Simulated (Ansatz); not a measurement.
Below is a relaxed structure of Ti₄C₃. The cell was found from a structure generator's guess, not taken from experiment.

All numbers below come from Ansatz 0.2.0, DFT PBE, scalar-relativistic, plane waves, PAW. Cutoff 420 eV, Γ-centred mesh, Gaussian smearing, no spin polarisation.

```
Ti C
1.0
     4.31024    0.00000    0.00000
     0.00000    4.31024    0.00000
     0.00000    0.00000    4.31024
Ti C
4 3
Direct
  0.50000 0.00000 0.00000
  0.00000 0.50000 0.00000
  0.00000 0.00000 0.50000
  0.50000 0.50000 0.50000
  0.00000 0.50000 0.50000
  0.50000 0.00000 0.50000
  0.50000 0.50000 0.00000
```

Formation energies are uncorrected and refer to the elements' standard structures at the same level.

Task: What space group does it have?

Result: Pm-3m (No. 221). Conventional cell: a = 4.310 Å. Ti on a site of symmetry 4/mmm has 4 C at 2.16 Å; around Ti on a site of symmetry m-3m lie 6 C at 2.16 Å; C has 6 Ti at 2.16 Å.

Task: What is its formation energy per atom?

Result: −0.70 eV/atom. Whether it is stable depends on the other phases of the system, which aren't compared here.

Task: Is it a metal?

Result: Yes, bands cross the Fermi level on the 10×10×10 mesh.

The last run used a 10×10×10 mesh for its 7-atom cell and Gaussian smearing of 0.10 eV. The reference form of C is held partly by dispersion forces, which this level lacks. A later test with randomly moved atoms came back to the same energy, though modes that don't fit the test's cell weren't probed.
